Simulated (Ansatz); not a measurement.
RbSb₂:
Space group C2/m (No. 12); a = 14.0739 Å, b = 4.1967 Å, c = 8.7202 Å, α = γ = 90.00°, β = 105.15°

```csv
atom,site,symmetry,x,y,z
Rb,4i,m,0.1633,0.0000,0.6976
Sb,4i,m,0.0663,0.5000,0.3118
Sb,4i,m,0.0956,0.0000,0.1091
```
(The calculation used a cell of 6 atoms; values per cell refer to that cell.)

Relaxed with r²SCAN.

Which orbitals make up the states near the band edges in DFT-r²SCAN in the program Ansatz with PAW potentials?

Top 1 eV of the valence band: Sb 5p 90 %. Bottom 1 eV of the conduction band: Sb 5p 71 %, Sb 5s 9 %, Rb 5s 9 %, outside the projected shells 11 %. Projections are on Löwdin-orthogonalised atomic valence shells; empty p or d shells of many metals are not among them.

Tabulate the density of states.

States/eV per cell of 6 atoms, in 0.25 eV bins, energy from the valence-band maximum.

| E (eV) | total | Sb 5p | Sb 5s | Rb 5s |
|---|---|---|---|---|
| -7.86 | 3.06 | 0.57 | 2.38 | 0.07 |
| -7.61 | 0.72 | 0.11 | 0.59 | 0.02 |
| -7.36 | 1.13 | 0.18 | 0.90 | 0.04 |
| -7.11 | 2.29 | 0.44 | 1.71 | 0.12 |
| -6.86 | 1.01 | 0.21 | 0.77 | 0.02 |
| -6.61 | 0.00 | 0.00 | 0.00 | 0.00 |
| -6.36 | 0.00 | 0.00 | 0.00 | 0.00 |
| -6.11 | 0.00 | 0.00 | 0.00 | 0.00 |
| -5.86 | 0.00 | 0.00 | 0.00 | 0.00 |
| -5.61 | 0.00 | 0.00 | 0.00 | 0.00 |
| -5.36 | 0.00 | 0.00 | 0.00 | 0.00 |
| -5.11 | 0.00 | 0.00 | 0.00 | 0.00 |
| -4.86 | 0.00 | 0.00 | 0.00 | 0.00 |
| -4.61 | 0.00 | 0.00 | 0.00 | 0.00 |
| -4.36 | 0.00 | 0.00 | 0.00 | 0.00 |
| -4.11 | 0.54 | 0.51 | 0.02 | 0.01 |
| -3.86 | 4.16 | 3.87 | 0.14 | 0.10 |
| -3.61 | 7.21 | 6.61 | 0.30 | 0.20 |
| -3.36 | 3.81 | 3.55 | 0.15 | 0.05 |
| -3.11 | 3.44 | 3.18 | 0.14 | 0.07 |
| -2.86 | 2.55 | 2.29 | 0.13 | 0.09 |
| -2.61 | 3.51 | 3.17 | 0.20 | 0.08 |
| -2.36 | 3.32 | 3.03 | 0.16 | 0.07 |
| -2.11 | 4.92 | 4.32 | 0.36 | 0.15 |
| -1.86 | 2.46 | 2.17 | 0.16 | 0.08 |
| -1.61 | 3.23 | 2.89 | 0.17 | 0.10 |
| -1.36 | 1.50 | 1.30 | 0.09 | 0.06 |
| -1.11 | 5.79 | 5.14 | 0.29 | 0.18 |
| -0.86 | 4.19 | 3.86 | 0.10 | 0.09 |
| -0.61 | 3.46 | 3.04 | 0.04 | 0.27 |
| -0.36 | 1.58 | 1.43 | 0.02 | 0.08 |
| -0.11 | 0.34 | 0.31 | 0.00 | 0.01 |
| 0.14 | 0.00 | 0.00 | 0.00 | 0.00 |
| 0.39 | 0.00 | 0.00 | 0.00 | 0.00 |
| 0.64 | 0.02 | 0.01 | 0.00 | 0.00 |
| 0.89 | 1.73 | 1.15 | 0.21 | 0.23 |
| 1.14 | 4.44 | 3.13 | 0.41 | 0.45 |
| 1.39 | 5.86 | 4.22 | 0.50 | 0.42 |
| 1.64 | 5.43 | 4.04 | 0.35 | 0.33 |
| 1.89 | 6.12 | 4.69 | 0.42 | 0.26 |
| 2.14 | 3.72 | 2.90 | 0.20 | 0.16 |
| 2.39 | 3.98 | 3.09 | 0.29 | 0.12 |
| 2.64 | 3.17 | 2.26 | 0.17 | 0.17 |
| 2.89 | 3.08 | 2.06 | 0.15 | 0.21 |
| 3.14 | 3.32 | 1.64 | 0.17 | 0.50 |
| 3.39 | 2.13 | 0.76 | 0.09 | 0.47 |
| 3.64 | 3.64 | 0.57 | 0.09 | 0.96 |
| 3.89 | 4.43 | 0.62 | 0.07 | 0.92 |
| 4.14 | 5.59 | 0.65 | 0.07 | 0.81 |
| 4.39 | 4.92 | 0.46 | 0.04 | 0.60 |
| 4.64 | 3.98 | 0.33 | 0.03 | 0.46 |
| 4.89 | 5.38 | 0.36 | 0.04 | 0.53 |
| 5.14 | 5.73 | 0.34 | 0.05 | 0.44 |
| 5.39 | 7.56 | 0.45 | 0.06 | 0.56 |

The first step of the workflow began from a Materials Project structure, measured or hypothetical; the Crystallography Open Database copy checked does not list it. Its standing as an ambient phase is unchecked. The r²SCAN relaxation kept the symmetry of its start; its stability against distortions is not shown here. Scalar-relativistic: spin–orbit coupling is off unless named, which matters more the heavier the elements.

Potentials: the later of the program's two PAW sets.
